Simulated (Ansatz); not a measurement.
SiC₃, ordered on the diamond lattice (P-4m2) with 4 atoms a cell (r2SCAN geometry), in Ansatz:

```yaml
crystal:
  lattice:
    - [2.79640, 0.00000, 0.00000]
    - [0.00000, 2.79640, 0.00000]
    - [0.00000, 0.00000, 4.09004]
  atoms:
    - { symbol: C, position: [0.50000, 0.00000, 0.78627] }
    - { symbol: C, position: [0.50000, 0.50000, 0.00000] }
    - { symbol: C, position: [0.00000, 0.50000, 0.21373] }
    - { symbol: Si, position: [0.00000, 0.00000, 0.50000] }
```

G0W0@PBE with 175 empty bands, a screening cutoff of 180 eV and a 6×6×4 mesh (PAW, contour deformation) gives 2.538 eV over the mesh points, from a PBE gap of 1.644 eV; it sums over 183 bands with 173 plane waves in the screening and a wave cutoff of 420 eV. G0W0 here is at a finite number of bands, screening cutoff and k mesh, not at the basis limit. No spin polarisation. The prototype was imposed, so other structures may be more stable.

**Question.** Estimate the gap with starting point r2SCAN, with them a wave cutoff of 500 eV.

**Answer.** 2.684 eV (+0.146 eV), from a Kohn-Sham gap of 1.953 eV.

**Question.** Estimate the gap with empty bands 72, screening cutoff 100 eV.

**Answer.** 2.337 eV (-0.201 eV), from a Kohn-Sham gap of 1.644 eV.
